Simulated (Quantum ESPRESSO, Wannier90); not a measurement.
## Wannierisation of AlInSb2 (P-4m2)

```xyz
4
Lattice="4.5062 0.0000 0.0000 0.0000 4.5062 0.0000 0.0000 0.0000 6.3488" Properties=species:S:1:pos:R:3 pbc="T T T"
Al     0.0000     0.0000     0.0000
In     2.2531     2.2531     3.1744
Sb     0.0000     2.2531     1.4816
Sb     2.2531     0.0000    -1.4816
```

Cell from Materials Project (mp-1228890), symmetrised, no further relaxation. Not found in the COD (Crystallography Open Database) copy used; not checked further. Level: PBEsol, no spin polarisation, no spin-orbit coupling; pw.x of Quantum ESPRESSO at 64 Ry with PseudoDojo potentials, 8×8×6 k-points, Wannier90. Density: 8×8×6 mesh, Gaussian smearing 0.01 Ry. Spin-orbit coupling is left out although heavy elements are present.

A tight-binding model is made by disentanglement and projection with no localisation steps (num_iter = 0), so the 16 orbitals stay atom-like: hydrogen-like Al: s;p; In: s;p; Sb: s;p, axes along x, y, z; frozen window up to 1.89 eV relative to the valence-band maximum. It follows pw.x to 2.7 meV rms for states up to 1.4 eV relative to the valence-band maximum. Matrix elements depend on this choice of orbitals and windows.

Task: What are the on-site energies relative to the valence-band maximum, and how fast do the hoppings decay?

Result: 
| atom | orbitals | energy (eV) |
|---|---|---|
| Al1 | s | -2.03 |
| Al1 | pz | 2.18 |
| Al1 | px py | 2.27 |
| In2 | s | -2.86 |
| In2 | pz | 2.64 |
| In2 | px py | 2.54 |
| Sb3 | s | -7.00 |
| Sb3 | pz | 0.60 |
| Sb3 | px | 0.56 |
| Sb3 | py | 0.62 |
| Sb4 | s | -7.00 |
| Sb4 | pz | 0.60 |
| Sb4 | px | 0.62 |
| Sb4 | py | 0.56 |

```tsv
distance of the centres (Å)	largest modulus (eV)
2–3	1.7
3–4	1.1
4–5	0.40
5–6	0.065
6–7	0.12
7–8	0.18
8–9	0.043
9–10	0.043
10–11	0.015
11–12	0.014
12–13	0.0057
```
